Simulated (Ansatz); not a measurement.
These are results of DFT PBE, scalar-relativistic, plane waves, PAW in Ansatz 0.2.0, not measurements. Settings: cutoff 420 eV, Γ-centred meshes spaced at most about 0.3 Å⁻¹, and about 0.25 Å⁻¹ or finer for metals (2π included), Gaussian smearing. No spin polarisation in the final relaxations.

Temperature and zero-point effects are left out.

Two forms of CsH3 were relaxed alike.

1.

```
CELL_PARAMETERS angstrom
5.03723 0.00000 0.00000
0.00000 5.03723 0.00000
0.00000 0.00000 5.03723
ATOMIC_POSITIONS crystal
Cs 0.50000 0.50000 0.50000
H 0.00000 0.50000 0.50000
H 0.50000 0.00000 0.50000
H 0.50000 0.50000 0.00000
```

2.

```
CELL_PARAMETERS angstrom
7.98583 0.00000 0.00000
-3.99292 6.91594 0.00000
0.00000 0.00000 5.60370
ATOMIC_POSITIONS crystal
Cs 0.33333 0.66667 0.00000
H 0.00000 0.00000 0.56691
H 0.00000 0.00000 0.43309
H 0.33333 0.66667 0.50000
```

Task: Which would you expect to be lower, and how large is the difference?

Result: Cell 2 is lower, by 1.16 eV/atom. Cell 1 has the ReO3 type, space group Pm-3m (No. 221), 32.0 Å³/atom and no gap on its mesh; cell 2 has space group P-6m2 (No. 187), 77.4 Å³/atom and a gap of 1.51 eV. Counting H atoms around Cs (those within 1.25 times the shortest such distance or 1.15 times the sum of covalent radii), cell 1 has Cs 6 and cell 2 has Cs 2. Cell 2 holds H–H pairs as short as in free H₂ molecules (shortest 0.75 Å); in cell 1 the shortest H–H distance is 3.56 Å. Even the lower one lies +0.10 eV/atom against the reference forms of the elements (uncorrected), a margin that errors in the energy of the gaseous reference can exceed. In cell 1, Cs has 6 H at 2.52 Å; H is surrounded by 2 Cs at 2.52 Å. In cell 2, around Cs lie 2 H at 2.80 Å; H on a site of symmetry 3m is surrounded by 1 H at 0.75 Å; around H on a site of symmetry -6m2 lie 2 Cs at 2.80 Å. Both come from invented guesses.

Weakly bound directions are ill-defined at this level, which has no dispersion term (P-6m2), and this can change margins and order among such cells. Kohn–Sham gaps at this level usually fall short of measured ones. With hydrogen, zero-point motion can shift such differences by 10 meV/atom or more. Cells relaxed within their symmetry can be saddle points.
